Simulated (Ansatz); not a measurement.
Au (fcc, Cu type)

```xyz
1
Lattice="0.0000 2.0786 2.0786 2.0786 0.0000 2.0786 2.0786 2.0786 0.0000" Properties=species:S:1:pos:R:3 pbc="T T T"
Au     0.0000     0.0000     0.0000
```

The slice is a {100} plane (indices of the conventional cell) through the point (0.000, 0.000, 0.000) (fractional), spanned by u = [100] and v = [0 1 -1] in vectors of this cell: u (2.94 Å) and v (2.94 Å, at 90° to u). It covers one period; positions are fractions (u, v).

Calculation: PBE (plane waves to 420 eV, PAW, scalar-relativistic; Ansatz, an electronic-structure program). k mesh 19×19×19. Near the nuclei the fields are pseudised (PAW); where an atom keeps semicore shells as valence, they peak there. Au was relaxed with its symmetry unable to fall. Spin-orbit coupling is left out, though Au is heavy.

### Question
What is the ELF at the midpoint of the shortest Au–Au line in this plane (2.94 Å)?

### Answer
0.20.

### Question
What is the valence density on the shortest Au–Au line in this plane (2.94 Å), at its midpoint?

### Answer
0.26 e/Å³.

### Question
Predict the map of the electrostatic potential energy of an electron, from the cell's mean on the slice.

### Answer
```
|xxxxxxxxxxxxxx00225566552200xxxxxxxxxxxx|
|xxxxxxxxxxxxxx00335566553300xxxxxxxxxxxx|
|xxxxxxxxxxxxxx00446677664400xxxxxxxxxxxx|
|xxxxxxxxxxxx002255777777552200xxxxxxxxxx|
|xxxxxxxxxx0011446677887766441100xxxxxxxx|
|xxxxxxxx00114466778888887766441100xxxxxx|
|0000000022446677889999998877664422000000|
|2222334455667788999999999988776655443322|
|5555556677778899999999999999887777665555|
|5566667777888899999999999999888877776666|
|5555556677778899999999999999887777665555|
|2222334455667788999999999988776655443322|
|0000000022446677889999998877664422000000|
|xxxxxxxx00114466778888887766441100xxxxxx|
|xxxxxxxxxx0011446677887766441100xxxxxxxx|
|xxxxxxxxxxxx002255777777552200xxxxxxxxxx|
|xxxxxxxxxxxxxx00446677664400xxxxxxxxxxxx|
|xxxxxxxxxxxxxx00335566553300xxxxxxxxxxxx|
|xxxxxxxxxxxxxx00225566552200xxxxxxxxxxxx|
|xxxxxxxxxxxxxx00225555552200xxxxxxxxxxxx|
```
Scale: ten equal steps from 3.00 (start of '0') to 11.67 (end of '9'), in the order '0123456789'. Values: electrostatic potential energy of an electron, from the cell's mean, in eV. The map has 20 points along u (two characters each, u = 0 at the left) and 20 along v (v = 0 in the bottom row). Points within 1 Å of a nucleus are blanked (x), as the pseudised field means little there. Values under 3 eV are set to 3. The zero, the cell's mean, hangs on the PAW cores.
